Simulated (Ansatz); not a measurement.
Relaxed-ion elastic tensor of Bi (A7 (α-As type), R-3m) in GPa (Voigt order), PBE+D3(BJ) (plane waves, PAW; program Ansatz); density 10.04 g/cm³, 34.58 Å³ per atom.

```csv
,1,2,3,4,5,6
1,71.7,30.1,27.9,-8.2,0.0,0.0
2,30.1,71.7,27.9,8.2,0.0,0.0
3,27.9,27.9,41.9,0.0,0.0,0.0
4,-8.2,8.2,0.0,13.7,0.0,0.0
5,0.0,0.0,0.0,0.0,13.7,-8.2
6,0.0,0.0,0.0,0.0,-8.2,20.8
```

Is the crystal mechanically stable?

Yes: the smallest eigenvalue of C is 8.3 GPa.

Work out the Voigt, Reuss and Hill averages.

K_V = 39.7, K_R = 36.6, K_H = 38.2; G_V = 16.3, G_R = 12.3, G_H = 14.3 GPa.

Give Young's modulus, Poisson's ratio, Pugh's ratio and the universal anisotropy index.

E = 9KG/(3K + G) = 38.1 GPa; ν = 0.33; K/G = 2.67 (ductile by the Pugh limit of 1.75); A_U = 5G_V/G_R + K_V/K_R − 6 = 1.68.

Estimate the sound speeds and the Debye temperature.

v_l = √((K + 4G/3)/ρ) = 2390 m/s, v_t = √(G/ρ) = 1190 m/s, mean 1340 m/s; Θ = (h/k)(3n/4πV)^(1/3) v_m = 122 K.

Solve the Christoffel equation for the three sound speeds along x, y, z.

Eigenvalues of C_ijkl n_j n_l equal ρv². In km/s, slowest first: x 0.91, 1.62, 2.67; y 1.12, 1.44, 2.69; z 1.17, 1.17, 2.04.

How much does each axis shrink under pressure?

Linear compressibilities β_i = Σ_j S_ij (j = 1 to 3): x 5.2, y 5.2, z 17 per TPa.

Symmetry was held in the PBE+D3(BJ) relaxation. The pairwise dispersion correction was not fitted to metals. As this level gives no gap, shear constants depend on the k-mesh and smearing (Fermi–Dirac, 0.1 eV here). Scalar-relativistic: spin–orbit coupling is off unless named, which matters more the heavier the elements.

Potentials: the later of the program's two PAW sets.
